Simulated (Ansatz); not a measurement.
A geometry of ZnSnP2 away from equilibrium: step 3 of the relaxation of a relaxed ZnSnP2 cell displaced along its unstable phonon at q = (½, 0, 0) of its primitive reciprocal cell (82i cm⁻¹), largest move 0.15 Å. These are PBE (plane waves to 420 eV, PAW, scalar-relativistic; Ansatz, a first-principles code) values and carry that method's errors. Γ-centred k-mesh 5×7×7 on the run's cell (coarser than for final values), Fermi–Dirac smearing 0.05 eV.

```xyz
8
Lattice="7.3161 0.0000 0.0000 0.0000 2.5524 5.2938 0.0000 -2.5524 5.2938" Properties=species:S:1:pos:R:3:forces:R:3 pbc="T T T" free_energy=-21707.873 pressure_GPa=0.1
P      1.8290    -0.9839     6.6412    0.0000    0.0067   -0.2941
P      5.4870    -1.1114     7.1118    0.0000   -0.0976    0.1103
P      1.8290     1.1114     7.1118    0.0000    0.0976    0.1103
P      5.4870     0.9839     6.6412    0.0000   -0.0067   -0.2941
Zn     0.0000     0.0000     1.2166    0.0000    0.0000    0.0783
Zn     3.6580     0.0000     1.2166    0.0000    0.0000    0.0783
Sn     1.8290     0.1513     4.1177    0.0000   -0.1395    0.1056
Sn     5.4870    -0.1513     4.1177    0.0000    0.1395    0.1056
```

Positions in Å, forces in eV/Å, free energy of the cell in eV (comparable only within this code, potentials and settings). Largest force: 0.29 eV/Å, on P1, P4 (atoms numbered as listed); the geometry lies 0.02 eV/atom above the end of its relaxation.

No spin polarisation in the result.

The run could not lose the symmetry of its start: the end is stationary, and may be a saddle point rather than a minimum.

The end of the path is a generated cell of ZnSnP2: the first start was made by placing the elements on the sites of a structure type, and the end was not matched to a known phase here, so it may be hypothetical.
